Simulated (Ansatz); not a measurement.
Co3Ge2 in space group P-6m2 (No. 187; Co on 2i, Co on 1b, Ge on 1a, Ge on 1d), the program Ansatz at the PBEsol level (PAW), all energies at zero smearing, with the estimated change up to a 700 eV cutoff added, with one set of potentials and settings (totals compare only within such a set). Cell of 5 atoms (3 Co, 2 Ge): -23786.780 eV.

```json
[
 {"element": "Co", "reference phase": "P6_3/mmc, 2 atoms in the cell, spin-polarised", "E (eV/atom)": "-5092.9959"},
 {"element": "Ge", "reference phase": "Fd-3m, 2 atoms in the cell", "E (eV/atom)": "-4253.4978"}
]
```

Formation energy per atom, worked out: (-23786.780 − 3×(-5092.9959) − 2×(-4253.4978))/5 = -0.159 eV/atom (-15 kJ per mol of atoms), at 0 K, without zero-point energy or fitted corrections.

The workflow started from a Materials Project entry (that database holds measured and hypothetical structures alike); the Crystallography Open Database copy checked does not list it. Whether it is the stable phase at ambient conditions was not checked. The PBEsol relaxation kept the symmetry of its start; its stability against distortions is not shown here. Magnetic state: ferromagnetic, chosen from 4 collinear starts compared on coarse meshes (ties went to the first, and starts can fall back to one state), not a proven ground state. The references are the lowest solids computed at this level, not always the standard phases.

Potentials: the later of the program's two PAW sets.
